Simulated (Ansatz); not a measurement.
Ba₂Cu₃Br₂O₄:
```xyz
11
Lattice="-2.7470 2.7470 7.3537 2.7470 -2.7470 7.3537 2.7470 2.7470 -7.3537" Properties=species:S:1:pos:R:3 pbc="T T T"
Ba     0.0000     0.0000     5.4217
Ba     0.0000     0.0000     9.2857
Cu     0.0000     2.7470     0.0000
Cu     2.7470     0.0000     0.0000
Cu     0.0000     0.0000     0.0000
Br     0.0000     2.7470     3.6768
Br     2.7470     0.0000     3.6768
O      1.3369     1.3369     0.0000
O      1.4101    -1.4101     7.3537
O      1.4101     1.4101     7.3537
O     -1.4101     1.4101     7.3537
```

Relaxed with PBEsol. Special points in fractions of this cell's reciprocal vectors: Γ (0.000, 0.000, 0.000); X (0.000, 0.000, 0.500); P (0.250, 0.250, 0.250); N (0.000, 0.500, 0.000); M (0.500, 0.500, -0.500); S (0.285, 0.715, -0.285); S0 (-0.285, 0.285, 0.285); R (-0.070, 0.070, 0.500); G (0.500, 0.500, -0.070).

### Question
List the band energies nearest the Fermi level at these points for PBEsol with spin–orbit coupling (plane waves, PAW; program Ansatz).

### Answer
In eV from the Fermi level; about four levels below and three above (degenerate sets whole), none deeper than 8.9 eV; points with the same levels are listed once.

```csv
k,below,above
Γ,-0.72 -0.72 -0.69 -0.69,0.64 0.64 1.83 1.83
X,-0.58 -0.58 -0.26 -0.26,3.28 3.28 3.98 3.98
P,-0.61 -0.61 -0.26 -0.26,3.40 3.40 3.67 3.67
N,-1.17 -1.17 -0.05 -0.05,0.08 0.08 0.43 0.43
M,-0.70 -0.70 -0.68 -0.68,0.64 0.64 1.83 1.83
S,-1.09 -1.09 -0.23 -0.23,0.12 0.12 0.60 0.60
R,-0.50 -0.50 -0.22 -0.22,3.29 3.29 3.94 3.94
```

Space group I4/mmm. The workflow started from an entry of the Crystallography Open Database (COD). Its standing as an ambient phase is unchecked. Symmetry was held in the PBEsol relaxation; whether a distortion lowers the energy is not shown. No spin polarisation was allowed. No Hubbard U is applied. Without spin polarisation and U, an open-shell compound can come out a false metal.

Potentials: the later of the program's two PAW sets.
